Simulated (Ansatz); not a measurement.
MnO2 (rutile, space group No. 136), the program Ansatz at the r²SCAN level (PAW). The conduction-band minimum lies at Y, with 1 equivalent valley. Second derivatives d²E/dk² of the lowest band at one valley (eV·Å²), along Cartesian directions:

```json
[
 {"direction": "[100]", "d²E/dk²": "30.98"},
 {"direction": "[010]", "d²E/dk²": "7.489"},
 {"direction": "[001]", "d²E/dk²": "8.586"},
 {"direction": "[110]", "d²E/dk²": "19.23"},
 {"direction": "[101]", "d²E/dk²": "19.78"},
 {"direction": "[011]", "d²E/dk²": "8.038"}
]
```

Problem. Find the principal effective masses, the density-of-states mass and the conductivity mass.

Solution. Off-diagonal terms follow from H_xy = H[110] − (H_xx + H_yy)/2, and m*/mₑ = 7.620 eV·Å² over each eigenvalue: 0.25, 0.89, 1.0. One valley's DOS mass (m₁m₂m₃)^(1/3) = 0.61, conductivity mass 3/(Σ 1/mᵢ) = 0.49 mₑ.

Problem. What effective density of states Nc follows at 300 K for parabolic valleys?

Solution. Nc = 2.509e19 × 1 × (0.61)^(3/2) ≈ 1.2e19 cm⁻³.

Space group P4_2/mnm (rutile). Symmetry was held in the r²SCAN relaxation, as lowered by the spin order. Spin order of the final state: antiferromagnetic, chosen from 5 collinear starts compared on coarse meshes (ties went to the first, and starts can fall back to one state), not a proven ground state. Textbook magnetic order: helical. Other orbital occupations within this spin state were not tried. No Hubbard U is applied. Point labels and valley counts follow the cell and symmetry of the run, lower than the named group.

Potentials: the later of the program's two PAW sets.

Edges and masses are those of Kohn–Sham bands, whose gap is no quasiparticle gap.
